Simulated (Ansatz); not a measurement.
TcIr$_{3}$:
```xyz
8
Lattice="5.4756 0.0000 0.0000 -2.7378 4.7420 0.0000 0.0000 0.0000 4.3559" Properties=species:S:1:pos:R:3 pbc="T T T"
Tc     0.0000     3.1613     3.2670
Tc     2.7378     1.5807     1.0890
Ir     0.0000     1.5826     1.0890
Ir     2.7378     3.1594     3.2670
Ir     4.1050     0.7913     3.2670
Ir    -1.3672     3.9507     1.0890
Ir     1.3672     3.9507     1.0890
Ir     1.3705     0.7913     3.2670
```

Relaxed with r²SCAN. Special points in fractions of this cell's reciprocal vectors: Γ (0.000, 0.000, 0.000); M (0.500, 0.000, 0.000); K (0.333, 0.333, 0.000); A (0.000, 0.000, 0.500); L (0.500, 0.000, 0.500); H (0.333, 0.333, 0.500).

Task: List the band energies nearest the Fermi level at these points for plane-wave PAW r²SCAN (Ansatz code).

Result: In eV from the Fermi level; about four levels below and three above (degenerate sets whole), none deeper than 8.9 eV; points with the same levels are listed once.

```
k                                below                above
-  -----------------------------------  -------------------
Γ              -2.31 -2.31 -2.15 -0.18       0.63 0.77 0.77
M              -1.08 -1.00 -0.54 -0.26       0.72 0.74 1.30
K  -1.87 -1.87 -1.87 -1.01 -1.01 -0.28       0.02 0.10 0.10
A  -0.76 -0.76 -0.76 -0.76 -0.31 -0.31  0.05 0.05 0.05 0.05
L              -2.09 -2.09 -0.30 -0.30  0.19 0.19 0.66 0.66
H              -2.21 -2.21 -1.97 -1.97  0.17 0.17 0.45 0.45
```

Space group P6_3/mmc. The workflow started from a Materials Project entry (that database holds measured and hypothetical structures alike); the Crystallography Open Database copy checked does not list it. With Tc and Ir taken as one species the cell has the higher symmetry P6_3/mmc, so it may be an ordered model of a mixed-site phase. Its standing as an ambient phase is unchecked. The cell was relaxed with r²SCAN under the symmetry of its start; its stability against distortions is not shown here. The run is not spin-polarised. Spin–orbit coupling is left out wherever it is not named.

Potentials: the later of the program's two PAW sets.
